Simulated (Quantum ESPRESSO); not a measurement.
Mo3WSe7S, input and log of a self-consistent run

Computed values, not a measurement. The program is pw.x of Quantum ESPRESSO 7.5 (plane-wave density functional theory). The cell is made up: 12 atoms on a layered 2H lattice, with randomly drawn elements, strain and displacements, not relaxed. PseudoDojo standard norm-conserving files (v0.5 for PBE, v0.4.1 for LDA and PBEsol) set the functional; there is no spin polarisation, spin-orbit coupling or dispersion term, and the masses in the input are unused placeholders. A spin-polarised start on this cell or one of its family kept no moment above 0.05 Bohr magneton at the same smearing; a narrower smearing was not tried.

Input:

```
&control calculation='scf', pseudo_dir='./dojo.nc.sr.pbe.v0_5.standard.upf', outdir='./o', disk_io='low', tprnfor=.true., tstress=.true. /
&system ibrav=0, nat=12, ntyp=4, nbnd=93, ecutwfc=85.99341389, nosym=.true., tot_charge=0,
 occupations='smearing', smearing='fd', degauss=0.0018374661
/
&electrons conv_thr=7.350e-09, electron_maxstep=60, /
ATOMIC_SPECIES
Mo 1.0 Mo.upf
S 1.0 S.upf
Se 1.0 Se.upf
W 1.0 W.upf
CELL_PARAMETERS angstrom
3.2737 -0.0053 -0.0368
-0.0091 5.5614 0.0766
-0.1475 0.1771 13.1039
ATOMIC_POSITIONS angstrom
Mo -0.0423 1.638 3.1348
Mo 1.5858 1.1995 9.865
Mo 1.6024 4.7296 3.4999
W -0.1473 3.9444 9.847
Se -0.0935 1.9146 8.1696
Se -0.2385 2.0895 11.6509
Se 1.5316 1.0378 1.5165
Se 1.6384 1.1498 4.8672
S 1.5476 4.8121 8.2082
Se 1.4864 4.6994 11.5891
Se -0.0629 3.6804 1.5803
Se -0.0045 3.8725 4.9489
K_POINTS automatic
7 4 2 1 1 1
```

The log is shortened where brackets say so; the opening notice, blank lines, dates and the lines on written files are dropped, and the path of the files is cut. It prints rydbergs, bohrs and kilobars, and counts compression as positive stress. With no partly filled state, the Fermi energy that it prints is only some level between the filled and the empty states on the mesh, and need not lie in the true gap.

```
     Program PWSCF v.7.5
     Parallel version (MPI & OpenMP), running on       4 processor cores
     Number of MPI processes:                 4
     Threads/MPI process:                     1
     [start-up lines left out]
     bravais-lattice index     =            0
     lattice parameter (alat)  =       6.1868  a.u.
     unit-cell volume          =    1609.4720 (a.u.)^3
     number of atoms/cell      =           12
     number of atomic types    =            4
     number of electrons       =       174.00
     number of Kohn-Sham states=           93
     kinetic-energy cutoff     =      85.9934  Ry
     charge density cutoff     =     343.9737  Ry
     scf convergence threshold =      7.3E-09
     mixing beta               =       0.7000
     number of iterations used =            8  plain     mixing
     Exchange-correlation= PBE
                           (   1   4   3   4   0   0   0)
     [axes and pseudopotential details left out]
   Cartesian axes
     site n.     atom                  positions (alat units)
         1        Mo     tau(   1) = (  -0.0129203   0.5003190   0.9575092  )
         2        Mo     tau(   2) = (   0.4843748   0.3663814   3.0132156  )
         3        Mo     tau(   3) = (   0.4894452   1.4446330   1.0690272  )
         4        W      tau(   4) = (  -0.0449921   1.2047975   3.0077176  )
         5        Se     tau(   5) = (  -0.0285591   0.5848051   2.4953640  )
         6        Se     tau(   6) = (  -0.0728486   0.6382275   3.5587099  )
         7        Se     tau(   7) = (   0.4678197   0.3169909   0.4632074  )
         8        Se     tau(   8) = (   0.5004412   0.3512007   1.4866622  )
         9        S      tau(   9) = (   0.4727068   1.4698322   2.5071542  )
        10        Se     tau(  10) = (   0.4540135   1.4354085   3.5398334  )
        11        Se     tau(  11) = (  -0.0192125   1.1241600   0.4826948  )
        12        Se     tau(  12) = (  -0.0013745   1.1828360   1.5116171  )
     number of k points=    28  Fermi-Dirac smearing, width (Ry)=  0.0018
                       cart. coord. in units 2pi/alat
        k(    1) = (   0.0722513   0.0728459   0.0622894), wk =   0.0714286
        k(    2) = (   0.0708494   0.0745647  -0.0626709), wk =   0.0714286
     [further k points left out]
     Dense  grid:   173309 G-vectors     FFT dimensions: (  40,  64, 150)
     Estimated max dynamical RAM per process >     575.64 MB
     Estimated total dynamical RAM >       2.12 GB
     Initial potential from superposition of free atoms
     starting charge     173.9947, renormalised to     174.0000
     Starting wfcs are  107 randomized atomic wfcs
     total cpu time spent up to now is       12.9 secs
     per-process dynamical memory:   414.0 Mb
     Self-consistent Calculation
     iteration #  1     ecut=    85.99 Ry     beta= 0.70
     Davidson diagonalization with overlap
     ethr =  1.00E-02,  avg # of iterations =  2.0
     Threshold (ethr) on eigenvalues was too large:
     Diagonalizing with lowered threshold
     Davidson diagonalization with overlap
     ethr =  5.78E-04,  avg # of iterations =  2.0
     total cpu time spent up to now is       58.7 secs
     total energy              =   -2292.50611994 Ry
     estimated scf accuracy    <       1.04048125 Ry
     iteration #  2     ecut=    85.99 Ry     beta= 0.70
     Davidson diagonalization with overlap
     ethr =  5.98E-04,  avg # of iterations =  8.8
     total cpu time spent up to now is       94.4 secs
     total energy              =   -2290.71517375 Ry
     estimated scf accuracy    <      20.16177834 Ry
     iteration #  3     ecut=    85.99 Ry     beta= 0.70
     Davidson diagonalization with overlap
     ethr =  5.98E-04,  avg # of iterations = 10.8
     total cpu time spent up to now is      135.4 secs
     total energy              =   -2291.96110561 Ry
     estimated scf accuracy    <      19.64104633 Ry
     iteration #  4     ecut=    85.99 Ry     beta= 0.70
     Davidson diagonalization with overlap
     ethr =  5.98E-04,  avg # of iterations = 12.4
     total cpu time spent up to now is      166.6 secs
     total energy              =   -2292.99619518 Ry
     estimated scf accuracy    <       0.68600382 Ry
     iteration #  5     ecut=    85.99 Ry     beta= 0.70
     Davidson diagonalization with overlap
     ethr =  3.94E-04,  avg # of iterations =  5.2
     total cpu time spent up to now is      195.0 secs
     total energy              =   -2293.02450616 Ry
     estimated scf accuracy    <       0.37789828 Ry
     [iterations 6 to 18 left out]
     iteration # 19     ecut=    85.99 Ry     beta= 0.70
     Davidson diagonalization with overlap
     ethr =  1.50E-09,  avg # of iterations =  2.0
     total cpu time spent up to now is      606.5 secs
     total energy              =   -2293.06607596 Ry
     estimated scf accuracy    <       0.00000191 Ry
     iteration # 20     ecut=    85.99 Ry     beta= 0.70
     Davidson diagonalization with overlap
     ethr =  1.10E-09,  avg # of iterations =  2.0
     total cpu time spent up to now is      623.8 secs
     total energy              =   -2293.06607592 Ry
     estimated scf accuracy    <       0.00000092 Ry
     iteration # 21     ecut=    85.99 Ry     beta= 0.70
     Davidson diagonalization with overlap
     ethr =  5.26E-10,  avg # of iterations =  2.8
     total cpu time spent up to now is      646.0 secs
     total energy              =   -2293.06607600 Ry
     estimated scf accuracy    <       0.00000013 Ry
     iteration # 22     ecut=    85.99 Ry     beta= 0.70
     Davidson diagonalization with overlap
     ethr =  7.33E-11,  avg # of iterations =  5.7
     total cpu time spent up to now is      671.1 secs
     total energy              =   -2293.06607602 Ry
     estimated scf accuracy    <       0.00000002 Ry
     iteration # 23     ecut=    85.99 Ry     beta= 0.70
     Davidson diagonalization with overlap
     ethr =  1.12E-11,  avg # of iterations =  3.8
     total cpu time spent up to now is      694.6 secs
     End of self-consistent calculation
          k = 0.0723 0.0728 0.0623 ( 21648 PWs)   bands (ev):
   -61.5226 -48.3246 -48.3161 -48.2792 -35.1945 -35.1839 -35.1732 -35.1678
   -35.1639 -35.1324 -35.1319 -35.1308 -35.1242 -35.1177 -35.1131 -35.0932
   -35.0795 -35.0741 -35.0584 -35.0505 -35.0388 -35.0356 -35.0318 -35.0316
   -35.0294 -34.9992 -34.9991 -34.9969 -34.9853 -34.9816 -34.9803 -34.9593
   -34.9363 -34.9299 -34.9265 -34.9148 -34.9069 -34.8641 -34.8610 -25.7433
   -25.7009 -25.6448 -22.6208 -22.5646 -22.4865 -22.4811 -22.4190 -22.3598
   -22.3490 -22.3234 -22.2169  -2.0592  -1.8368  -1.0784  -0.7790  -0.2456
    -0.0337   0.2571   0.3547   6.3556   6.7327   6.9016   7.0992   7.2871
     7.4844   8.1598   8.5716   8.8933   9.2838   9.4174   9.8495  10.0663
    10.2259  10.3690  10.5566  10.6025  10.8305  10.9587  11.0363  11.2189
    11.5227  11.8426  11.9454  12.0596  12.2327  12.4943  12.6362  14.1914
    14.2258  14.5010  14.6937  14.8491  14.9388
     [levels at the other k points left out]
     the Fermi energy is    13.0982 ev
!    total energy              =   -2293.06607602 Ry
     estimated scf accuracy    <          1.1E-09 Ry
     smearing contrib. (-TS)   =      -0.00000001 Ry
     internal energy E=F+TS    =   -2293.06607601 Ry
     The total energy is F=E-TS. E is the sum of the following terms:
     one-electron contribution =   -1231.59328160 Ry
     hartree contribution      =     675.43112923 Ry
     xc contribution           =    -440.72893821 Ry
     ewald contribution        =   -1296.17498544 Ry
     convergence has been achieved in  23 iterations
     Forces acting on atoms (cartesian axes, Ry/au):
     atom    1 type  1   force =    -0.00948069    0.19719548    0.08346541
     atom    2 type  1   force =    -0.06617661   -0.09691753    0.00273164
     atom    3 type  1   force =     0.00348962    0.02347645   -0.22283460
     atom    4 type  4   force =     0.01805208   -0.04252859   -0.02762869
     atom    5 type  3   force =     0.00571524    0.06386103   -0.00119461
     atom    6 type  3   force =     0.05334742   -0.00091221   -0.02531588
     atom    7 type  3   force =     0.02485338   -0.10167666   -0.08423383
     atom    8 type  3   force =    -0.01048947   -0.04542086    0.07707224
     atom    9 type  2   force =    -0.01912071    0.01790840    0.06142283
     atom   10 type  3   force =     0.00708469    0.05807046   -0.01773743
     atom   11 type  3   force =     0.00123641    0.02182018    0.05448298
     atom   12 type  3   force =    -0.00851136   -0.09487613    0.09976994
     Total force =     0.421038     Total SCF correction =     0.000226
     Computing stress (Cartesian axis) and pressure
          total   stress  (Ry/bohr**3)                   (kbar)     P=       61.89
   0.00059474   0.00002341   0.00007615           87.49        3.44       11.20
   0.00002341   0.00036956  -0.00019297            3.44       54.36      -28.39
   0.00007615  -0.00019297   0.00029789           11.20      -28.39       43.82
     init_run     :      8.30s CPU      9.15s WALL (       1 calls)
     electrons    :    629.63s CPU    681.76s WALL (       1 calls)
     forces       :      3.74s CPU      3.84s WALL (       1 calls)
     stress       :     12.32s CPU     12.92s WALL (       1 calls)
     [timing details left out]
     PWSCF        :  10m57.67s CPU  11m51.64s WALL
     JOB DONE.
```

In other units: free energy -31198.753 eV for the cell, pressure 6.19 GPa, largest force component 5.729 eV/Å. A rerun of a related cell, with the same atoms placed differently, at a cutoff of 1467 eV and k mesh 9 x 6 x 4 moved values by no more than 0.002 eV in energy, 0.02 GPa in stress and 0.013 eV/Å in force.